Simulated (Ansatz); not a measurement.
# Hf₄N: stable or not

The cell was found from a structure generator's guess, not taken from experiment.

Method: DFT PBE, scalar-relativistic, plane waves, PAW in Ansatz. Settings of the last relaxation (5-atom cell): 420 eV, 8×8×8 k points, Gaussian smearing of 0.10 eV, no spin polarisation.

```cif
data_structure
_symmetry_space_group_name_H-M 'P 1'
_symmetry_Int_Tables_number 1
_cell_length_a 4.5123
_cell_length_b 4.5123
_cell_length_c 4.5123
_cell_angle_alpha 90.000
_cell_angle_beta 90.000
_cell_angle_gamma 90.000
_cell_volume 91.87
loop_
_atom_site_label
_atom_site_type_symbol
_atom_site_fract_x
_atom_site_fract_y
_atom_site_fract_z
_atom_site_occupancy
Hf1 Hf 0.50000 0.00000 0.00000 1
Hf2 Hf 0.00000 0.50000 0.00000 1
Hf3 Hf 0.00000 0.00000 0.50000 1
Hf4 Hf 0.50000 0.50000 0.50000 1
N1 N 0.00000 0.00000 0.00000 1
```

The zero of energy is the elements' standard structures at the same level (N₂ as a molecule); no fitted shifts are applied.

Question: These tests were run: energy against the elements; phonons at Γ. What do they show?

Answer:

| test | result |
| --- | --- |
| energy against the elements | −0.68 eV/atom |
| phonons at Γ | lowest optical mode 111 cm⁻¹ |

It fails none of these tests. Other phases of the system weren't compared here, so this isn't yet thermodynamic stability. Phonons away from Γ weren't computed.

Spin–orbit coupling, which can matter for Hf, is left out. The cell is a metal run without spin; a magnetic state may lie lower. The run for the phonons used an 8×8×8 k mesh and Fermi–Dirac smearing of 0.15 eV.
